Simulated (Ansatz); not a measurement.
Course of a relaxation: Hf2C

The guess for Hf2C was made by a generator: random cell by space group and Wyckoff sites (R-3m, No. 166). Lengths were set from tabulated atomic sizes, so they are only a guess.

```cif
data_structure
_symmetry_space_group_name_H-M 'P 1'
_symmetry_Int_Tables_number 1
_cell_length_a 3.9761
_cell_length_b 3.9761
_cell_length_c 3.9761
_cell_angle_alpha 68.529
_cell_angle_beta 68.529
_cell_angle_gamma 68.529
_cell_volume 52.45
loop_
_atom_site_label
_atom_site_type_symbol
_atom_site_fract_x
_atom_site_fract_y
_atom_site_fract_z
_atom_site_occupancy
Hf1 Hf 0.20323 0.20323 0.20323 1
Hf2 Hf 0.79677 0.79677 0.79677 1
C1 C 0.00000 0.00000 0.00000 1
```

Method: Ansatz 0.2.0, DFT PBE, scalar-relativistic, plane waves, PAW. Cutoff 420 eV, Gaussian smearing, Γ-centred meshes. Cell and atoms relax first on a coarse mesh and then on a finer one. In between, the cell is made exact in the group found at 0.06 Å. In metals the finer mesh still leaves noise of several meV/atom or more. The steps can't lower the symmetry of their start. No spin polarisation.

Steps on the 6×6×6 mesh (3 atoms, 9 steps). The free energy counts from the last step; the plane-wave basis is renewed at times, which shifts energy and pressure.

```
step  ΔF (meV/atom)  V (Å³/atom)  P (GPa)  largest force component (eV/Å)
   1         1394.3        17.48    33.45                           8.888
   2          585.6        18.19     4.27                           4.549
   3          144.6        17.08    -4.28                           2.095
   4           75.7        15.19     3.41                           1.885
   5            7.8        15.60     0.23                           0.008
   6            0.7        15.60    -0.39                           0.038
   7           -0.8        15.55    -0.02                           0.067
   8           -0.8        15.55    -0.04                           0.003
   9            0.0        15.55    -0.20                           0.004
```

The relaxed structure, after a last relaxation on the converged mesh:

```cif
data_structure
_symmetry_space_group_name_H-M 'R-3m:H'
_symmetry_Int_Tables_number 166
_cell_length_a 4.1524
_cell_length_b 4.1524
_cell_length_c 9.3616
_cell_angle_alpha 90.000
_cell_angle_beta 90.000
_cell_angle_gamma 120.000
_cell_volume 139.79
loop_
_atom_site_label
_atom_site_type_symbol
_atom_site_symmetry_multiplicity
_atom_site_Wyckoff_symbol
_atom_site_fract_x
_atom_site_fract_y
_atom_site_fract_z
_atom_site_occupancy
Hf1 Hf 6 c 0.33333 0.66667 0.91797 1
C1 C 3 a 0.00000 0.00000 0.00000 1
```

The symmetry stays R-3m (No. 166). The volume per atom shrinks by 11.2 %, from 17.5 to 15.5 Å³. The shortest distance goes from 1.84 Å (Hf–C) to 2.35 Å (Hf–C). The ratio c/a of the conventional cell changes by a factor of 1.11. The energy falls by about 1.4 eV/atom (the start's value is from the coarse mesh). Hf has 1 C at 2.35 Å, 3 C at 2.52 Å and 6 Hf at 2.85–2.87 Å; around C lie 2 Hf at 2.35 Å and 6 Hf at 2.52 Å.

| Property | Result |
| --- | --- |
| Volume per atom | 15.53 Å³ |
| Density | 13.15 g/cm³ |
| Formation energy | +0.13 eV/atom |
| Gap on the 12×12×12 mesh of the 3-atom cell | 0 eV (a metal) |

Formation energies are uncorrected and refer to the elements' standard structures at the same level.

The last run used Gaussian smearing of 0.10 eV. Spin–orbit coupling, which can matter for Hf, is left out. The reference form of C is held partly by dispersion forces, which this level lacks. A structure relaxed within its symmetry needn't be a true minimum. In all, the 3 runs took 4.7 min on 1 thread of Intel(R) Xeon(R) Processor @ 2.50GHz (Skylake/Cascade Lake), with other jobs on the host. Another cell of Hf2C relaxed alike, in P6_3/mmc, lies 222 meV/atom lower, so this cell isn't the stable form at this level.
